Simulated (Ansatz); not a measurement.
Clean, relaxed (001) surface of WS2, space group P6_3/mmc (No. 194) (top face towards +c; atoms held fixed, by place in the list: 1, 2, 3, 4):

```yaml
crystal:
  lattice:
    - [3.15421, 0.00000, 0.00000]
    - [-1.57710, 2.73162, 0.00000]
    - [0.00000, 0.00000, 32.28930]
  atoms:
    - { symbol: S, position: [0.66667, 0.33333, 0.26325] }
    - { symbol: W, position: [0.33333, 0.66667, 0.31201] }
    - { symbol: S, position: [0.66667, 0.33333, 0.36078] }
    - { symbol: S, position: [0.33333, 0.66667, 0.45123] }
    - { symbol: W, position: [0.66667, 0.33333, 0.50000] }
    - { symbol: S, position: [0.33333, 0.66667, 0.54876] }
    - { symbol: S, position: [0.66667, 0.33333, 0.63971] }
    - { symbol: W, position: [0.33333, 0.66667, 0.68852] }
    - { symbol: S, position: [0.66667, 0.33333, 0.73741] }
```

Level of theory: DFT PBE+D3(BJ), scalar-relativistic, plane waves, PAW in Ansatz. Plane waves to 420 eV, a k mesh through Γ of 9×9×1 on the computed 9-atom cell and Gaussian smearing (0.05 eV); no spin polarisation. The cell repeats along c with a dipole correction in the vacuum.

With the adsorbate the run is spin-polarised, so any moments that the slab's own atoms take up count into E_ads.

F (atom) is adsorbed on the top face, one adsorbate per 8.6 Å², and relaxed from 2 starting sites (fractions of a and b). E_ads counts from the clean slab and the free adsorbate (spin-polarised where it has unpaired electrons); negative means bound. Heights count from the highest slab atom after relaxation. Δp counts per cell along +c. Bonded neighbours lie within 1.25 times the sum of covalent radii (1.35 for H) and, on that scale, within 12 % of the closest. With the adsorbate the cell is lengthened along c to keep the vacuum.

```json
{"start": "top (S) at (0.67, 0.33)", "ends at": "(0.67, 0.33), 1 bonded neighbour (S)", "E_ads (eV)": "-1.52", "height (Å)": "1.74", "shortest contact": "F–S 1.74 Å", "Δp (e·Å)": "-0.109"}
{"start": "hollow (S-S-S) at (0.00, 0.00), 0.4 Å under the top layer", "ends at": "(0.00, 0.00), 0 bonded neighbours", "E_ads (eV)": "-1.09", "height (Å)": "1.54", "shortest contact": "F–S 2.38 Å", "Δp (e·Å)": "-0.208"}
```

Among the sites tried, the lowest end comes from the top (S) at (0.67, 0.33) start; other sites may lie lower.

Each end is the local minimum or symmetric point that its start leads to.

The ends differ in their magnetic moment (0.2, 0.8 μB a cell), so part of the order can come from the spin state that each run reached.